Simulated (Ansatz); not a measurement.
MoPt3 (Pm-3m): total moment held at 3.2 μB

Level of theory: DFT, r2SCAN, all-electron PAW with datasets made for the crystal, scalar-relativistic in Ansatz.

Command: `ansatz run input.yaml --threads 2 --pin off --max-ram 6144MiB --backend cpu --events-out ev --progress --plain --runs-dir out`

```yaml
crystal:
  lattice:
    - [3.979521, 0.0, 0.0]
    - [0.0, 3.979521, 0.0]
    - [0.0, 0.0, 3.979521]
  atoms:
    - { symbol: Mo, position: [0.0, 0.0, 0.0], spin: 3.2 }
    - { symbol: Pt, position: [0.5, 0.5, 0.0] }
    - { symbol: Pt, position: [0.5, 0.0, 0.5] }
    - { symbol: Pt, position: [0.0, 0.5, 0.5] }
magnetization:
  spin_polarized: true
  initial_magnetization: 3.2
  spin_locking: { lock_magnetization: hard }
kpoints:
  mp_grid: { grid: [9, 9, 9] }
scf:
  occupations: { method: fermi_dirac, width: 0.05 }
  lower_state_search: "off"
hamiltonian:
  xc: r2scan
  pseudopotentials: { kind: all_electron, datasets: crystal }
output:
  forces: true
  stress: true
  eigenvalues: false
```

The program prints:

```
Warning: This run holds its total moment fixed (magnetization.spin_locking.lock_magnetization: hard) and mixes its density by anderson or broyden (scf.mixing.algorithm, typed or taken by auto). Slabs with a fixed moment have converged under broyden above another state at the same moment, at the default mixing steps and at smaller ones, and under scf.lower_state_search: standard, light or off a sta …
settings of this run that can trade accuracy for cost: output.eigenvalues: false. Do not mix this run's numbers with those of runs without the same settings; the input reference describes each key
hamiltonian.pseudopotentials.datasets: crystal makes datasets for this crystal and solves the spheres of its atoms anew in each pass: cutoff 260.0 eV, the density's 1820.0 eV; for an error of 0.50 meV an atom under PBE, 2.0 meV for the cell; an energy difference from a run of another recipe may be off by several times the error for the cell, under r2SCAN by more, where some 0.1 meV an atom stays a …
Engine: ansatz 0.2.0
Pseudopotentials: kind: all_electron
Pseudopotential: Mo, paw, valence charge 14, recommended cutoff 260 eV (normal), crystal/all_electron/r2scan/scalar/gaussian/Mo, Koelling and Harmon's equation, gaussian nucleus
Pseudopotential: Pt, paw, valence charge 18, recommended cutoff 260 eV (normal), crystal/all_electron/r2scan/scalar/gaussian/Pt, Koelling and Harmon's equation, gaussian nucleus
Functional definition: r2SCAN
  parameter k0 = 0.174
  parameter k1 = 0.065
  parameter a1 = 4.9479
  exchange = r2scan_x(k0 = k0, k1 = k1, a1 = a1)
  correlation = r2scan_c
Crystal: 4 atoms, lattice volume = 63.022 Å³
Basis set: ecut = 260 eV, 619 PW (Γ), exchange–correlation on 90×90×90 points (27 copies of the dense FFT grid, shifted against one another)
Bands: 43, of which v1, the nominal top of the filled ones, is band 34 counted from 1 (33 counted from 0)
Symmetry: 48 space group operations
Space group: Pm-3m (ITA 221), of the structure as read, at distance tolerance 4.0e-5 Å
Magnetic group: BNS 221.92 (UNI 1594), of the structure as read, at distance tolerance 4.0e-5 Å
k-points: 35 of 729
Non-local potential: Mo, projectors of the file, l = 0: 2, l = 1: 2, l = 2: 2
Non-local potential: Pt, projectors of the file, l = 0: 3, l = 1: 2, l = 2: 2
PAW form: soft (Blöchl's): semilocal exchange-correlation on the pseudo side does not see the compensation charge
PAW one-centre angular grid: Mo, 590 points (default); XC on its mesh's 1883 points in the sphere
PAW one-centre angular grid: Pt, 590 points (default); XC on its mesh's 1817 points in the sphere
Initial density: superposition of atomic densities (chi_scale 0.1, normalization cell)
Starting moments: Σ|m| = 3.2 μB on 1 of 4 sites
Initial wavefunctions: pseudopotential atomic-orbital guess
Functional: x = r2scan, c = r2scan; τ floored in thin density (d = 2e-4 eV/Å³)
iter 1 solved again at ethr=7.24e-3 eV; its pass at ethr=1.00e-1 eV (dr2=4.92e0 eV) is discarded
SCF iter   1: F=—  HF=-1613240.550073 eV  |F-HF|=—  |Δ(HF+E_count)|=         —  Δρ=6.76e-2 (↑6.76e-2 ↓5.89e-2)  dr2=5.16e0  dr2_τ=1.31e-2  dr2_m=1.19e0  M=3.200 μB ∫|m|=3.223 μB  β_m=1.20  ethr=7.24e-3  ⟨swp⟩=2.8  Hψ=14585  notcnv=0
[...]
iter 20 did not close the SCF: its close was put off for a magnetic moment that had not settled (scf_convergence_deferred on its scf_iter line)
SCF iter  20: F=-1613240.221127 eV  HF=-1613240.221127 eV  |F-HF|=2.79e-7  |Δ(HF+E_count)|=   4.95e-6  Δρ=7.95e-6 (↑6.86e-6 ↓7.95e-6)  dr2=2.67e-8  dr2_τ=5.27e-9  dr2_m=6.15e-9  M=3.200 μB ∫|m|=3.335 μB  β_m=1.20  ethr=5.45e-11  ⟨swp⟩=3.0  Hψ=6763  notcnv=0  κ⁻¹=4.8e-5(r=8)
SCF iter  21: F=-1613240.221127 eV  HF=-1613240.221127 eV  |F-HF|=7.66e-8  |Δ(HF+E_count)|=   2.24e-7  Δρ=4.95e-6 (↑4.95e-6 ↓4.68e-6)  dr2=1.20e-8  dr2_τ=8.00e-12  dr2_m=3.54e-10  M=3.200 μB ∫|m|=3.335 μB  ethr=3.93e-11  ⟨swp⟩=3.0  Hψ=6977  notcnv=0
SCF 1 converged in 21 iterations: F = -1613240.221155 eV  dr2 = 1.20e-8
  Residual-converged pass: ⟨swp⟩=1.3  Hψ=3038  notcnv=0  max |occ|·‖R‖ = 6.6e-6 eV (tolerance 6.7e-6 eV)  dr2=1.20e-8  dr2_τ=8.01e-12  dr2_m=3.54e-10  dr2_onsite=2.86e-8  max |Δocc| = 2.2e-11
  greatest PAW one-centre occupation: 1.013 electrons in one spin orbital (limit 2), on the Pt atom at site 3 (counted from 0), in its partial waves of l = 0
[...]
Free energy (F): -1613240.221155 eV
Harris-Foulkes:  -1613240.221155 eV  (|F-HF|=7.66e-8)
Internal energy: -1613240.190947 eV  (E = F + TS)
E sigma→0 (E₀):  -1613240.206051 eV
Entropy (-TS):   -0.030208 eV (-7.552 meV/atom)
Past the cutoff: the bands carry plane waves up to 2.50 times it, of which those up to 1.5 times it add -0.001211 eV an atom, each by itself; the spheres take 0.001387 eV an atom off the energy for waves past 2.50 times it
Past the cutoffs: a stress includes 0.0080 GPa for waves and charges beyond them, in addition to the slope of what the spheres take
In the spheres:  the bands' charges fall short by 2.2e-6 e at most (sound up to 1e-3)
Fermi energy:    26.398300 (↑ 26.761679, ↓ 26.034920) eV
--- Per-component energies (eV) ---
  E_band       = -270.649777
  E_kinetic    = 855.906810
  E_local      = -3881.966644  (includes V_loc(G=0)·N_el)
  E_nonlocal   = 708.845273
  E_hartree    = 2158.239154
  E_xc         = -288.917272
  E_vxc        = -429.194719  (∫ρ·V_xc dr)
  E_paw        = -1621415.642833  (= ΣΔE_a)
  E_vpaw       = -20136.182335  (= ΣTr[D̂ρ^β])
  E_vtau       = 34.122406  (kinetic-family band-sum trace: ∫τ·v_τ [+ j·A + Jᵃ·Aᵃ] dr)
  E_ewald      = -9637.992201
  E_smearing   = -0.030208  (= −TS)
  E_closure    = 18261.336766  (closes the sum)
  Σ components = -1613240.221155   (vs F -1613240.221155, Δ=0.00e0)
  The terms above E_closure are by the made datasets' own strengths, without shells solved beside the bands.
--- Forces (eV/Å), atoms counted from 1 ---
  atom   1  Mo    -0.00000000    -0.00000000    -0.00000000
  atom   2  Pt    -0.00000000     0.00000000    -0.00000000
  atom   3  Pt    -0.00000000     0.00000000    -0.00000000
  atom   4  Pt    -0.00000000    -0.00000000     0.00000000
  max |Σ_I F_I| component: 1.01e-28 eV/Å
--- Stress (GPa, compression-positive) ---
       -3.960026       0.000000       0.000000
        0.000000      -3.960026      -0.000000
        0.000000       0.000000      -3.960026
  P = ⅓ Tr σ = -3.9600 GPa (-39.600 kbar)
settings of this run that can trade accuracy for cost: output.eigenvalues: false. Do not mix this run's numbers with those of runs without the same settings; the input reference describes each key
```

Site moments (μB): Mo1 1.90, Pt2 0.35, Pt3 0.35, Pt4 0.35. Cell moment 3.20 μB.

The magnetic group in the log treats spin as a scalar label, without spin–orbit coupling.

The Ansatz runs typed with the search for lower states off end where their start leads. Spin–orbit coupling is left out although heavy atoms are present. r²SCAN is known to give itinerant transition metals moments and polarisation energies that are too large. These are results for the start and cell typed. The real compound can order otherwise, in a larger cell, or not at all, since semilocal functionals at zero temperature often overstate magnetism.

It took 56 s on 2 threads of Intel(R) Xeon(R) Platinum 8259CL CPU @ 2.50GHz (Skylake/Cascade Lake) (shared host), peak memory 1.6 GiB.
